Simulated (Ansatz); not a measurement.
**Cost of a DFT run on TiO2**

```yaml
crystal:
  lattice:
    - [-1.8921, 1.8921, 4.662154]
    - [1.8921, -1.8921, 4.662154]
    - [1.8921, 1.8921, -4.662154]
  atoms:
    - { symbol: Ti, position: [0.0, 0.0, 0.0] }
    - { symbol: Ti, position: [0.75, 0.25, 0.5] }
    - { symbol: O, position: [0.2087868538, 0.2087868538, 0.0] }
    - { symbol: O, position: [0.9587868538, 0.4587868538, 0.5] }
    - { symbol: O, position: [0.5412131462, 0.0412131462, 0.5] }
    - { symbol: O, position: [0.7912131462, 0.7912131462, 0.0] }
kpoints:
  mp_grid: { grid: [11, 11, 11] }
scf:
  occupations: { method: fermi_dirac, width: 0.02 }
hamiltonian:
  xc: pbe
  pseudopotentials: { kind: paw }
output:
  forces: true
  stress: true
  populations: true
  efg:
    quadrupole_moments_barn: { Ti: 0.247, O: -0.02558 }
    contact_densities: true
relax:
  f_tol: 0.02
  max_steps: 60
```

```sh
ansatz run input.yaml --threads 1 --pin off --max-ram 3072MiB --backend cpu --events-out ev --progress --plain --runs-dir out
```

It runs on 1 thread of Arm Neoverse V1 (aarch64; 8 cores open to the job, memory cap 3.0 GiB, no GPU), a shared host with a load of 0.6 a core.

Task: How much time and memory should be set aside?

Result: About 46 s of wall time (46 s of CPU time) and 0.51 GiB. The run holds 48 valence electrons in 30 bands, about 1291 plane waves a k-point and 126 irreducible k-points, and took 20 SCF iterations, over 4 ionic steps. Times on a shared host vary by tens of per cent.
